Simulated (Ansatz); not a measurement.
Relaxed-ion elastic tensor of AlNi$_{3}$ (Cu3Au type, space group No. 221) in GPa (Voigt order), plane-wave PAW r²SCAN (Ansatz code); density 7.69 g/cm³, 10.96 Å³ per atom.

```
     1    2    3    4    5    6
-  ---  ---  ---  ---  ---  ---
1  272  167  167  0.0  0.0  0.0
2  167  272  167  0.0  0.0  0.0
3  167  167  272  0.0  0.0  0.0
4  0.0  0.0  0.0  152  0.0  0.0
5  0.0  0.0  0.0  0.0  152  0.0
6  0.0  0.0  0.0  0.0  0.0  152
```

Is the crystal mechanically stable?

Yes: the smallest eigenvalue of C is 106 GPa.

Work out the Voigt, Reuss and Hill averages.

K_V = 202, K_R = 202, K_H = 202; G_V = 112, G_R = 86.8, G_H = 99.4 GPa.

Give Young's modulus, Poisson's ratio, Pugh's ratio and the universal anisotropy index.

E = 9KG/(3K + G) = 256 GPa; ν = 0.29; K/G = 2.03 (ductile by the Pugh limit of 1.75); A_U = 5G_V/G_R + K_V/K_R − 6 = 1.46.

Estimate the sound speeds and the Debye temperature.

v_l = √((K + 4G/3)/ρ) = 6600 m/s, v_t = √(G/ρ) = 3600 m/s, mean 4010 m/s; Θ = (h/k)(3n/4πV)^(1/3) v_m = 538 K.

Space group Pm-3m (Cu3Au type). The r²SCAN relaxation kept the symmetry of its start. The final state is ferromagnetic, the only order run, not a proven ground state. Other orbital occupations within this spin state were not tried. As this level gives no gap, shear constants depend on the k-mesh and smearing (Fermi–Dirac, 0.1 eV here).

Potentials: the later of the program's two PAW sets.
